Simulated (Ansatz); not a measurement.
The numbers come from plane-wave PAW DFT (Ansatz): PBE, no spin polarisation, 420 eV, 6×6×6 Γ-centred k points, fermi-dirac occupations (width 0.1 eV). Nothing was relaxed.

Computed maps in the lattice plane spanned by a (left to right, 7.27 Å, 22 points from zero) and c (bottom to top, 7.28 Å, 22 points from zero), 120° apart, at height 0.500 along b. The fields are smooth PAW ones with compensation charges, not the true ones near nuclei.

Valence density. Digits on a logarithmic scale: 0 up to 0.03 e/Å³, each further digit a factor of 1.6, 9 from 1.3 e/Å³ up:
```
1234555432124678987642
1123333211246799998642
0011111001357999997531
0000000012468999986421
0000000123578999875321
1000012234578998754322
1101134455667776655443
2112356766556655667653
2224589986544456899854
2245899985433458999854
2357999975323579999753
2458999854334589998542
2458998654445689985422
2356766556655667653211
1344556677766554431101
1223457899875432210000
0123578999875321000000
0124689999864210000000
0135799999753100111110
1246899997642112333321
1246789876421234555432
2245677654222456776542
```

ELF. Ten even steps from '0' (0.01) to '9' (0.75):
```
0279999972028988788982
0147887410179863368971
0013331000598725278951
0000000002798422489720
0000000013787434787310
0000002234787777874322
1000134444688888644443
1001444444578875444444
1013442234444444322443
0024310133211233101342
0134144143101341441431
0243101332112331013420
1344223444444432244310
1444444578875444444100
1344446888886444431000
0223478777787432200000
0013787434787310000000
0027984224897200000000
0159872527895000133310
0179863368971014788741
0289887889820279999972
0289988998202899889982
```

Problem. The cell is TlGaI2. Which atoms lie within 0.2 Å of this plane, and where (fractions of a and c)?

Solution. Ga at (0.75, 0.50), Ga at (0.25, 0.50), I at (0.67, 0.84), I at (0.33, 0.16). The whole cell:
```
Ga I Tl
1.0
     0.00000    0.00000    7.26646
     4.46096   -4.46096    3.63323
     4.46096    4.46096   -3.63323
Ga I Tl
2 4 2
Cartesian
  4.4610 0.0000 5.4498
  4.4610 0.0000 1.8166
  5.9777 1.5167 3.6332
  2.9442 1.5167 0.0000
  2.9442 -1.5167 3.6332
  5.9777 -1.5167 7.2665
  0.0000 0.0000 1.8166
  0.0000 0.0000 5.4498
```

Origin: a known structure type with other elements, at an estimated volume, so it need not be a known compound.
